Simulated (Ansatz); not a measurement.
Crystals of one space group, with the same sites and like axis ratios (P4/nmm), relaxed and computed with DFT-PBE in the program Ansatz with PAW potentials.

```tsv
crystal	a (Å)	V (Å³/atom)	spin order, net moment (μB/atom)	ΔH_f (eV/atom)
Cr2C	3.123	9.20	ferromagnetic; net 0.18	0.23
W2C	3.510	12.62	not spin-polarised	0.97
SiW2	3.693	15.36	not spin-polarised	0.10
GeW2	3.766	16.13	not spin-polarised	0.35
```

Spin orders computed, not proven ground states: Cr2C, P4/nmm (Cr on 2a, Cr on 2c, C on 2c) ferromagnetic. Constructed cells (a structure type filled with these elements, in neither database checked): Cr2C, P4/nmm (Cr on 2a, Cr on 2c, C on 2c); W2C, P4/nmm (W on 2a, W on 2c, C on 2c); SiW2, P4/nmm (W on 2a, W on 2c, Si on 2c); GeW2, P4/nmm (W on 2a, W on 2c, Ge on 2c). All cells were relaxed under the symmetry of their starts (and spin orders); stability against distortions was not tested throughout. Rows with no word on spin ran without spin polarisation. Scalar-relativistic: spin–orbit coupling is off unless named, which matters more the heavier the elements.

Potentials: the later of the program's two PAW sets.

Formation energies count from the lowest solids of the elements computed at the same level, not from gases.
